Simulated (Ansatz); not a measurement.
# YbSe2, relaxed from a CdCl2-type start to space group Fm-3m (read at 0.02 Å)

The computed numbers are results of PBE, scalar-relativistic (collinear spin) in the plane-wave PAW code Ansatz at 420 eV, Γ-centred 8×8×8 mesh, 0.05 eV Gaussian smearing. The datasets are Ansatz's generated set soft_2.

```
Yb Se
1.0
     2.40798    1.39025    3.93258
    -2.40798    1.39025    3.93258
     0.00000   -2.78050    3.93258
Yb Se
1 2
Direct
  0.00000 0.00000 0.00000
  0.25001 0.25001 0.25001
  0.74999 0.74999 0.74999
```

The structure was built from a prototype; whether the compound forms in it isn't claimed.

Magnetic state: non-magnetic, site spin moments none.

The run above is the reference. The same cell was run again with other input settings; several of them aren't fit for production, so the rows show the settings' effect and aren't properties of the material.

| keys changed | outcome | ΔE (meV/atom) | P (GPa) | gap on the mesh (eV) | cell moment (μB) | largest force component (eV/Å) | SCF iterations | rough core-seconds | new warnings |
| --- | --- | --- | --- | --- | --- | --- | --- | --- | --- |
| none (reference) | converged | 0.0 | 0.0 | metal | 0.00 | 0.001 | – | – | – |
| scf.occupations.method: "gaussian" → "fermi_dirac"; scf.occupations.width: 0.05 → 0.01 | converged | 0.2 | 0.0 | metal | 0.00 | 0.001 | 17 | 50 | given moment on shells |
| basis.ecutwfc: 420 → "44.1 Ry"; scf.convergence.dr2_threshold: 1e-09; kpoints.mp_grid.grid: [8, 8, 8] → [6, 6, 6] | converged | 5.0 | 0.2 | metal | 0.00 | 0.001 | 16 | 30 | given moment on shells; stress scf threshold loose |
| kpoints.mp_grid.grid: [8, 8, 8] → [4, 4, 4] | converged | -11.5 | 0.0 | metal | 0.00 | 0.001 | 12 | 8 | given moment on shells |
| scf.mixing.preconditioner: "kerker_dos"; scf.eigensolver.kind: "davidson"; basis.precision: "f64" | converged | 0.0 | 0.0 | metal | 0.00 | 0.001 | 16 | 50 | given moment on shells |

ΔE is the energy with the smearing extrapolated to zero. It is left out where the change alters the Hamiltonian or the spin treatment. The varied runs start from atomic densities (corrected by the program's trained start where that serves), with the default search for lower states unless a row changes it.

**Question.** What happens with these changes: basis.ecutwfc: 420 → "200 eV"; scf.occupations.width: 0.05 → 0.025?

**Answer.** outcome converged, ΔE (meV/atom) 4874.8, P (GPa) 3.6, gap on the mesh (eV) metal, cell moment (μB) 0.30, largest force component (eV/Å) 0.001, SCF iterations 13, rough core-seconds 11, new warnings cutoff below recommended; given moment on shells.

**Question.** What happens with these changes: scf.eigensolver.kind: "davidson"; basis.precision: "f64"; scf.occupations.method: "gaussian" → "fermi_dirac"; scf.occupations.width: 0.05 → 0.15?

**Answer.** outcome converged, ΔE (meV/atom) 1.8, P (GPa) 0.6, gap on the mesh (eV) metal, cell moment (μB) 0.00, largest force component (eV/Å) 0.001, SCF iterations 15, rough core-seconds 50, new warnings given moment on shells.

3 further runs (cut off, refused for memory, with changed atoms or starts, or in doubt) are left out.

Of the reference: Without a U the 4f levels of Yb lie too near the Fermi level, so their share of the states there, and what hangs on it, is overstated. No spin–orbit coupling, a notable omission for heavy elements.
